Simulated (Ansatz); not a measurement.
V$_{2}$Ge:
```xyz
6
Lattice="4.3332 0.0000 0.0000 -2.1666 3.7526 0.0000 0.0000 0.0000 5.0803" Properties=species:S:1:pos:R:3 pbc="T T T"
Ge     0.0000     2.5018     1.2701
Ge     2.1666     1.2509     3.8102
V      0.0000     0.0000     0.0000
V      0.0000     0.0000     2.5401
V      0.0000     2.5018     3.8102
V      2.1666     1.2509     1.2701
```
Starting moments (μB, in the order of the atoms Ge Ge V V V V): 0.0 0.0 0.0 0.0 -0.1 -0.1.

This is the PBE-relaxed structure.

All from DFT-PBE in the program Ansatz with PAW potentials, unless another level is named. Give the electronic character.

metallic (no gap).

And the formation energy from the elements (no fitted shifts)?

-0.21 eV/atom.

What about the density of states at the Fermi level?

1.3 states/eV per atom (mean over ±0.08 eV).

Space group P6_3/mmc. A made-up cell: these elements were put on the sites of a structure type; neither database checked (COD, Materials Project) lists it. Whether it is the stable phase at ambient conditions was not checked. The PBE relaxation kept the symmetry of its start; its stability against distortions is not shown here. Magnetic state: ferromagnetic, chosen from 5 collinear starts compared on coarse meshes (ties went to the first, and starts can fall back to one state), not a proven ground state. The references are the lowest solids computed at this level, not always the standard phases. Spin–orbit coupling is left out wherever it is not named.

Potentials: the later of the program's two PAW sets.
